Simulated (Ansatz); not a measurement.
# NaPt$_{3}$O$_{4}$: input and output

The input, for Ansatz 0.2.0 (plane waves, PAW):

```yaml
crystal:
  lattice:
    - [5.801906, 0.043327, 0.008506]
    - [0.043327, 5.824857, 0.001392]
    - [0.008506, 0.001392, 5.767737]
  atoms:
    - { symbol: Na, position: [0.992053, 0.998758, 0.997734] }
    - { symbol: Na, position: [0.509821, 0.494233, 0.500435] }
    - { symbol: O, position: [0.256336, 0.249845, 0.251554] }
    - { symbol: O, position: [0.25371, 0.756245, 0.74604] }
    - { symbol: O, position: [0.748267, 0.748489, 0.250569] }
    - { symbol: O, position: [0.74428, 0.247259, 0.752163] }
    - { symbol: O, position: [0.751249, 0.74455, 0.755635] }
    - { symbol: O, position: [0.750716, 0.244449, 0.248971] }
    - { symbol: O, position: [0.251602, 0.253646, 0.750207] }
    - { symbol: O, position: [0.248345, 0.754369, 0.251537] }
    - { symbol: Pt, position: [0.248271, 0.003778, 0.496292] }
    - { symbol: Pt, position: [0.494655, 0.749473, 0.99589] }
    - { symbol: Pt, position: [0.751271, 0.997304, 0.496187] }
    - { symbol: Pt, position: [0.491479, 0.257856, 0.996545] }
    - { symbol: Pt, position: [0.003224, 0.496788, 0.750871] }
    - { symbol: Pt, position: [0.999062, 0.505959, 0.255361] }
kpoints:
  mp_grid: { grid: [3, 3, 3], shift: [0.0, 0.0, 0.5] }
magnetization:
  spin_polarized: false
scf:
  occupations: { method: fermi_dirac }
  lower_state_search: "off"
  max_iter: 200
hamiltonian:
  pseudopotentials: { kind: paw }
  xc: mr2scan
basis:
  ecutwfc: 500
  fft_grid_basis: typed
output:
  forces: true
  stress: true
  eigenvalues: true
  populations: true
  elf: true
  write_potential: true
  volumetric_format: npy
  dos:
    e_range: [-12, 8]
    de: 0.05
    projected: { site_lists: { Na: [Na], O: [O], Pt: [Pt] } }
checkpoint:
  read: saved_state
```

The run starts from an earlier solution of this cell. 

Excerpt of what it printed:

```
SCF iter   1: F=-82739.9279 eV  Δρ=2.52e-3  dr2=1.87e-3  dr2_τ=6.23e-3
SCF iter   2: F=-82739.9292 eV  Δρ=1.34e-3  dr2=4.72e-4  dr2_τ=8.64e-4
SCF iter   3: F=-82739.9293 eV  Δρ=2.88e-4  dr2=9.79e-5  dr2_τ=4.22e-5
SCF iter   4: F=-82739.9291 eV  Δρ=9.31e-5  dr2=1.27e-5  dr2_τ=2.32e-6
SCF iter   5: F=-82739.9291 eV  Δρ=2.79e-5  dr2=1.91e-6  dr2_τ=3.46e-7
SCF iter   6: F=-82739.9291 eV  Δρ=1.36e-5  dr2=4.59e-7  dr2_τ=4.97e-8
SCF iter   7: F=-82739.9291 eV  Δρ=5.90e-6  dr2=1.31e-7  dr2_τ=1.03e-8
SCF iter   8: F=-82739.9291 eV  Δρ=2.66e-6  dr2=2.58e-8  dr2_τ=2.80e-9
Free energy (F): -82739.9291 eV
Harris-Foulkes:  -82739.9291 eV  (|F-HF|=1.00e-8)
Internal energy: -82739.8083 eV  (E = F + TS)
E sigma→0 (E₀):  -82739.8687 eV
Entropy (-TS):   -0.1208 eV (-7.550 meV/atom)
Fermi energy:    13.2525 eV
--- Per-component energies (eV) ---
  E_band       = -2056.2956
  E_kinetic    = 5449.0146
  E_local      = -16022.0685  (includes V_loc(G=0)·N_el)
  E_nonlocal   = 1827.4065
  E_hartree    = 5818.8578
  E_xc         = -2148.9212
  E_vxc        = -2958.7373  (∫ρ·V_xc dr)
  E_paw        = -58689.7448  (= ΣΔE_a)
  E_vpaw       = -2179.3991  (= ΣTr[D̂ρ^β])
  E_aug_tail   = 0.0089  (compensation charges beyond the density's cutoff)
  E_vtau       = 189.7642  (kinetic-family band-sum trace: ∫τ·v_τ [+ j·A + Jᵃ·Aᵃ] dr)
  E_ewald      = -18972.6646
  E_core_change = -1.6970  (= ΣΔE_core)
  E_smearing   = -0.1208  (= −TS)
--- Forces (eV/Å), atoms counted from 1 ---
  atom   1  Na     0.0318     0.0379    -0.0048
  atom   2  Na    -0.1200     0.1138    -0.0459
  atom   3  O     -0.8932     0.8303     0.0400
  atom   4  O     -0.6545    -0.6318     0.0010
  atom   5  O     -0.3336     0.1322    -0.1721
  atom   6  O      0.6633     0.2351    -0.4146
  atom   7  O     -0.0089     0.5057    -0.5972
  atom   8  O      0.0660     0.6402    -0.4088
  atom   9  O     -0.2565    -0.2807    -0.5188
  atom  10  O     -0.1772    -0.1828    -0.1734
  atom  11  Pt     0.4436    -0.2376     0.3935
  atom  12  Pt     0.6177     0.2128     0.5496
  atom  13  Pt    -0.3391     0.0256     0.8337
  atom  14  Pt     1.3779    -0.8404     0.6802
  atom  15  Pt    -0.6231     0.4563     0.1112
  atom  16  Pt     0.2057    -1.0166    -0.2739
--- Stress (GPa, compression-positive) ---
       -9.5451      -2.2317      -0.5069
       -2.2317     -10.5903      -0.1557
       -0.5069      -0.1557      -7.4548
  P = ⅓ Tr σ = -9.1967 GPa (-91.967 kbar)
--- Löwdin populations: 16 sites ---
  site symbol       q [e]
     0     Na      8.3139
     1     Na      8.3142
     2      O      6.7689
     3      O      6.7671
     4      O      6.7654
     5      O      6.7809
     6      O      6.7782
     7      O      6.7818
     8      O      6.7579
     9      O      6.7635
    10     Pt     17.0702
    11     Pt     17.0773
    12     Pt     17.0903
    13     Pt     17.0655
    14     Pt     17.0853
    15     Pt     17.0880
  spilling = 0.0042 (of n_electrons = 174.0000)
```

Origin: a strained cell with displaced atoms, so it need not be a known compound. Caveats: many states at the Fermi level without spin polarisation, so a magnetic state may lie lower; the k mesh is coarse if the cell is a metal; atoms or cell far from equilibrium; m-r2SCAN is r2SCAN with a changed spin dependence that lowers moments.
